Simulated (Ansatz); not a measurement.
**Calculated ¹⁴N nuclear quadrupole resonance for Si₃N₄**

Cell: an entry of the Crystallography Open Database (COD; perhaps a calculated or model structure), its atoms then relaxed with PBE in this cell.

Space group P6_3/m (No. 176); a = 7.6015, c = 2.9061 Å, γ = 120.00°.

```
site  Wyckoff  site symmetry       x       y       z
  Si       6h            m..  0.7680  0.1741  0.2500
  N7       6h            m..  0.0299  0.3299  0.2500
 N13       2d           -6..  0.6667  0.3333  0.2500
```

One atom of each set is listed.

All values are calculated (Ansatz; DFT, PBE, plane waves and PAW, scalar-relativistic, 420 eV cutoff, Γ-centred 4×4×10 k-points, Fermi–Dirac smearing 0.02 eV), not measured.

¹⁴N: I = 1, Q = 20.44 mb (year-2017 value). Static lattice, zero field.

(1) At which frequencies do the ¹⁴N NQR lines lie?

Results:

(1) For I = 1 the lines are ν± = (3/4)|C_Q|(1 ± η/3) and ν₀ = |C_Q|η/2.

| site | atoms | V_zz (10²¹ V/m²) | C_Q (MHz) | η | line frequencies (MHz) |
| --- | --- | --- | --- | --- | --- |
| N7 | 6 | -4.93 | -2.44 | 0.07 | 0.0906, 1.78, 1.87 |
| N13 | 2 | -4.88 | -2.41 | 0.00 | 1.81 |

An axis of threefold or higher order runs through N13, so V_zz lies along it and η is zero. At N7 V_zz stands upright on the plane through its three neighbours (within 3°).

At this cell the PBE pressure is 6 GPa, so with PBE the cell would grow if it were relaxed.
